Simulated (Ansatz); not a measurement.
GaP:
```yaml
crystal:
  lattice:
    - [0.00000, 2.75299, 2.75299]
    - [2.75299, 0.00000, 2.75299]
    - [2.75299, 2.75299, 0.00000]
  atoms:
    - { symbol: P, position: [0.75000, 0.75000, 0.75000] }
    - { symbol: Ga, position: [0.00000, 0.00000, 0.00000] }
```

Relaxed with PBE.

Q: Give the Bader charges and basin volumes of the independent atoms, PBE (plane waves, PAW; program Ansatz).

A: 

```json
[
 {"atom": "P1", "Bader charge (e)": "-0.84", "Bader volume (Å³)": "26.1"},
 {"atom": "Ga2", "Bader charge (e)": "+0.84", "Bader volume (Å³)": "15.7"}
]
```

Space group F-43m (zinc blende). The cell was relaxed with PBE under the symmetry of its start. Spin–orbit coupling is left out wherever it is not named.

Potentials: the later of the program's two PAW sets.
